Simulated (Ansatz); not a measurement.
input.yaml for WI$_{2}$O$_{2}$ (Ansatz 0.2.0)

```yaml
crystal:
  lattice:
    - [-1.8742, 1.95245, 8.31415]
    - [1.8742, -1.95245, 8.31415]
    - [1.8742, 1.95245, -8.31415]
  atoms:
    - { symbol: W, position: [0.0, 0.0, 0.0] }
    - { symbol: I, position: [0.16072, 0.16072, 0.0] }
    - { symbol: I, position: [0.83928, 0.83928, 0.0] }
    - { symbol: O, position: [0.5, 0.0, 0.5] }
    - { symbol: O, position: [0.0, 0.5, 0.5] }
basis:
  ecutwfc: 160
kpoints:
  mp_grid: { grid: [5, 6, 3] }
hamiltonian:
  xc: pbe
scf:
  occupations: { method: gaussian, width: 0.1 }
output:
  forces: true
  stress: true
  eigenvalues: true
```

Command:

```bash
ansatz run input.yaml --threads 1 --pin off --max-ram 1331MiB --backend cpu --events-out ev --progress --plain --runs-dir out
```

Output, shortened (HF is the Harris–Foulkes energy, dr2 the density residual in eV):

```text
Warning: basis.ecutwfc = 160 eV is below the records' recommended 420 eV, and the density's cutoff is lower with it unless basis.ecutrho_ratio is high enough to keep the records' density cutoff: compare with a run at a higher cutoff
Warning: crystal.symmetry: narrowed to the stabiliser of the k-point mesh — unitary ops 8 → 2; excluded 6 operations that carry a point of the 5×6×3 mesh (shift [0, 0, 0]) off the mesh (the run samples exactly the mesh kpoints.mp_grid names, as under crystal.symmetry.detect: false, and its converged state has the mesh's symmetry, not the crystal's …
basis.fft_grid_basis auto: the FFT boxes are laid along the combinations [[1, 0, 1], [0, 1, 1], [0, 0, 1]] of the cell's own vectors, 3.905, 3.748 and 8.744 Å long. The dense box has 18×16×40 points. Along the cell's own vectors, as sized, it would have 40×40×40, 5.56 times as many. Of the 8 symmetry operations that the crystal satisfies within crystal.symmetry.tolerance (time reversal apart …
Pseudopotential: W, paw, valence charge 14, recommended cutoff 420 eV (normal)
Pseudopotential: I, paw, valence charge 17, recommended cutoff 420 eV (normal)
Pseudopotential: O, paw, valence charge 6, recommended cutoff 420 eV (normal)
Crystal: 5 atoms, lattice volume = 121.695 Å³
Basis set: ecut = 160 eV, 547 PW (Γ), FFT grids on a1+a3, a2+a3, a3, exchange–correlation on 36×32×80 points (8 copies of the dense FFT grid, shifted against one another)
Bands: 36, of which v1, the nominal top of the filled ones, is band 30 counted from 1 (29 counted from 0)
Symmetry: 2 space group operations
k-points: 46 of 90
Initial density: superposition of atomic densities, corrected by the library's trained network
SCF iter   1: HF=-26415.800599 eV  Δρ=2.11e-1  dr2=3.06e1
SCF iter   2: HF=-26402.648337 eV  Δρ=9.88e-2  dr2=1.14e1
SCF iter   3: HF=-26398.580406 eV  Δρ=2.35e-2  dr2=1.46e0
SCF iter   4: HF=-26398.501954 eV  Δρ=1.32e-2  dr2=2.46e-1
   ...
SCF iter   9: HF=-26398.484052 eV  Δρ=6.20e-5  dr2=4.83e-6
SCF iter  10: HF=-26398.484058 eV  Δρ=1.33e-5  dr2=2.40e-7
SCF iter  11: F=-26398.484058 eV  HF=-26398.484058 eV  Δρ=4.04e-6  dr2=2.24e-8
SCF 1 converged in 11 iterations: F = -26398.484058 eV  dr2 = 2.24e-8
SCF converged after 11 iterations
Free energy (F): -26398.484058 eV
E sigma→0 (E₀):  -26398.481541 eV
Entropy (-TS):   -0.005035 eV (-1.007 meV/atom)
Fermi energy:    6.891818 eV
--- Forces (eV/Å), atoms counted from 1 ---
  atom   1  W      0.00000000     0.00000000     0.00000000
  atom   2  I      0.04427335    -0.00211566    -0.47532858
  atom   3  I     -0.04427335     0.00211566     0.47532858
  atom   4  O      0.00000000     0.00000000     0.00000000
  atom   5  O      0.00000000     0.00000000     0.00000000
--- Stress (GPa, compression-positive) ---
       17.142277       0.568342      -0.645011
        0.568342      21.255009      -0.886620
       -0.645011      -0.886620      10.375715
  P = ⅓ Tr σ = 16.2577 GPa (162.577 kbar)
```

These settings were drawn at random to show what each does; none of the numbers is a converged property of the crystal.